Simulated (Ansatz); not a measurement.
SnTe:
```
SnTe
1.0
    0.00000     3.18712     3.18712
    3.18712     0.00000     3.18712
    3.18712     3.18712     0.00000
Te Sn
1 1
Direct
  0.00000   0.00000   0.00000
  0.50000   0.50000   0.50000
```

DFT-r²SCAN in the program Ansatz with PAW potentials gives a gap of 0.14 eV without spin–orbit coupling, maximum at L, minimum at L.

Task: What happens when spin–orbit coupling is switched on?

Result: The gap drops by 0.05 eV, to 0.09 eV; maximum at L, minimum at L.

Task: Give the Z2 indices of the occupied bands with spin–orbit coupling.

Result: 0;(000).

Space group Fm-3m (rock salt). Symmetry was held in the r²SCAN relaxation. At this level the phase is dynamically unstable (imaginary phonons).

Potentials: the later of the program's two PAW sets.
